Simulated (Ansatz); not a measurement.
In$_{2}$Ag in space group I4/mcm (No. 140; In on 8h, Ag on 4a) at seven volumes, the program Ansatz at the PBEsol level (PAW), shape and atoms relaxed at each. One row is withheld.

```json
[
 {"V (Å³/atom)": "19.770", "P (GPa)": "8.26"},
 {"V (Å³/atom)": "20.422", "P (GPa)": "4.94"},
 {"V (Å³/atom)": "21.074", "P (GPa)": "2.22"},
 {"V (Å³/atom)": "21.726", "P (GPa)": "0.00"},
 {"V (Å³/atom)": "22.377", "P (GPa)": "-1.81"},
 {"V (Å³/atom)": "23.029", "P (GPa)": "?"},
 {"V (Å³/atom)": "23.681", "P (GPa)": "-4.48"}
]
```

Q: Fit the shown pressures and predict the withheld one.

A: P = (3/2)B₀(x^(7/2) − x^(5/2))[1 + (3/4)(B′ − 4)(x − 1)] with x = (V₀/V)^(2/3). Least squares on the six rows gives V₀ = 21.726 Å³/atom, B₀ = 66.7 GPa, B′ = 5.77. At V = 23.029, x = 0.9619 and P = -3.28 GPa. The run itself gave -3.29 GPa.

The first step of the workflow began from a Materials Project structure, measured or hypothetical; the Crystallography Open Database files this formula in space group No. 140, but the cells were not matched. Its standing as an ambient phase is unchecked. The cell was relaxed with PBEsol under the symmetry of its start; of distortions, only those at the zone centre were tested. The run is not spin-polarised.

Potentials: the later of the program's two PAW sets.
